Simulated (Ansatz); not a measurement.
A geometry of WSe2 away from equilibrium: step 2 of the relaxation of a relaxed WSe2 cell stretched uniformly to 115 % of its volume. Computed with PBE (plane waves to 420 eV, PAW, scalar-relativistic; Ansatz, a program for electronic structure). Γ-centred k-mesh 8×8×2 on the run's cell (coarser than for final values), Fermi–Dirac smearing 0.05 eV. The plane waves were selected for a different cell earlier on the path.

```
CELL_PARAMETERS angstrom
      3.30982     0.00000     0.00000
     -1.65491     2.86639     0.00000
      0.00000     0.00000    15.45275
ATOMIC_POSITIONS crystal
  W  0.33333 0.66667 0.25000
  W  0.66667 0.33333 0.75000
  Se 0.33333 0.66667 0.65160
  Se 0.66667 0.33333 0.15160
  Se 0.66667 0.33333 0.34840
  Se 0.33333 0.66667 0.84840
```

Problem. What forces act on the atoms (eV/Å)?

Solution. 
```
atom    Fx    Fy     Fz
----  ----  ----  -----
W1    0.00  0.00   0.00
W2    0.00  0.00   0.00
Se3   0.00  0.00  -3.40
Se4   0.00  0.00  -3.40
Se5   0.00  0.00   3.40
Se6   0.00  0.00   3.40
```

The path ends in P6₃/mmc (No. 194) (AFLOW prototype AB2_hP6_194_c_f (C7, as in MoS2)). No spin polarisation in the result. No dispersion correction is included, so spacings between layers, chains or molecules are soft and tend to come out too large.

The run could not lose the symmetry of its start.

Without dispersion the volume is uncertain too.
